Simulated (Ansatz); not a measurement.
# Data sheet: VAg$_{3}$O$_{4}$ (DFT)

VAg3O4:
```xyz
16
Lattice="4.9472 2.5024 0.0000 -4.9472 2.5024 0.0000 -4.2898 0.0000 9.0548" Properties=species:S:1:pos:R:3 pbc="T T T"
V     -3.2173     2.7708     6.7911
V     -1.0724     2.2341     2.2637
Ag    -0.1710     2.2624     5.3869
Ag    -4.1188     2.7424     3.6679
Ag    -6.2637     2.2624     8.1953
Ag     1.9739     2.7424     0.8595
Ag    -2.1449     0.0000     4.5274
Ag     0.0000     0.0000     0.0000
O     -2.4574     1.2414     2.6645
O     -1.8324     3.7634     6.3904
O      0.3125     1.2414     1.8629
O     -4.6023     3.7634     7.1919
O     -3.5508     1.7406     5.4615
O     -0.7390     3.2642     3.5934
O     -2.8839     1.7406     8.1208
O     -1.4059     3.2642     0.9341
```

Space group C2/c (No. 15); conventional cell a = 9.894 Å, b = 5.005 Å, c = 10.020 Å, α = γ = 90.00°, β = 115.35°.

Method: PBEsol in the plane-wave PAW code Ansatz. Geometry: relaxed at this level of theory. Other levels are named where they apply.

### Cell and energy

Volume per atom: 14.01 Å³
Density: 6.50 g/cm³
Formation energy from the elements (no fitted shifts): -1.07 eV/atom

### Electronic structure

* **Band gap**: 0.81 eV (indirect)
* **Valence-band maximum**: on the Γ–C line, 87 % of the way from Γ (k = 0.286, 0.286, 0.000 in fractions of the reciprocal vectors)
* **Conduction-band minimum**: off the standard path, at k = (0.073, 0.083, 0.010) in fractions of the reciprocal vectors
* **Smallest direct gap on the standard path**: 1.11 eV
* **Electron effective mass**: 0.70, 2.0, 2.3 mₑ (principal values)
* **Hole effective mass**: 0.60, 1.7, 2.0 mₑ (principal values)

### Mechanics

Bulk modulus (Birch–Murnaghan fit): 56.3 GPa
Pressure derivative B′: 8.6

### Charges

- Bader charges = V +2.09, Ag +0.61 to +0.62, O -1.00 to -0.97 e

The workflow started from a Materials Project entry (that database holds measured and hypothetical structures alike); the Crystallography Open Database files this formula in space group No. 15, but the cells were not matched. Its standing as an ambient phase is unchecked. The PBEsol relaxation kept the symmetry of its start; whether a distortion lowers the energy is not shown. No spin polarisation was allowed. No Hubbard U is applied. The references are the lowest solids computed at this level, not always the standard phases (solids in place of the gases). Scalar-relativistic: spin–orbit coupling is off unless named, which matters more the heavier the elements.

Potentials: the later of the program's two PAW sets.
